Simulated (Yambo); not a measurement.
Consider the following.

```xyz
12
Lattice="5.0693 0.0000 0.0000 0.0000 5.0693 0.0000 0.0000 0.0000 7.2320" Properties=species:S:1:pos:R:3 pbc="T T T"
C      5.0125     0.0568     5.4240
C      2.4778     2.4778     0.0000
C      0.0568     5.0125     1.8080
C      2.5915     2.5915     3.6160
O      3.4217     1.7621     3.5630
O      0.7725     0.8871     5.3710
O      1.6476     3.3072     7.1790
O      4.2968     4.1822     1.7550
O      0.8871     0.7725     1.8610
O      3.3072     1.6476     0.0530
O      4.1822     4.2968     5.4770
O      1.7621     3.4217     3.6690
```

Workflow: norm-conserving PBEsol (Quantum ESPRESSO, 84 Ry, without SOC), then G0W0 in Yambo (2×2×2 Γ-centred k mesh, 267 bands and a 7 Ry block in the screening, 267 bands in G with the Bruneval-Gonze terminator, plasmon pole fitted at 27.2 eV).

Problem. Give the PBEsol and G0W0 gaps between the band edges found on this mesh, and say where the edges lie.

Solution. Edges: Γ → Γ. PBEsol: 6.43 eV; G0W0: 10.22 eV. Nearest settings tried, and what they do to the gap: 173 bands in W, 173 bands in G: +39 meV; 2 Ry block (67 vectors against 379): +277 meV. Not varied: mesh. So the settings aren't converged at that level. The k mesh is coarse. 

Geometry of the Materials Project entry, not relaxed at this level.

The structure is a Materials Project entry; no match was found in the copy of COD used, and its stability was not checked.

The distance between layers or molecules is the database entry's, not relaxed here. Functionals without dispersion can leave it too large, which widens gaps and weakens the response across layers: the numbers belong to this cell.
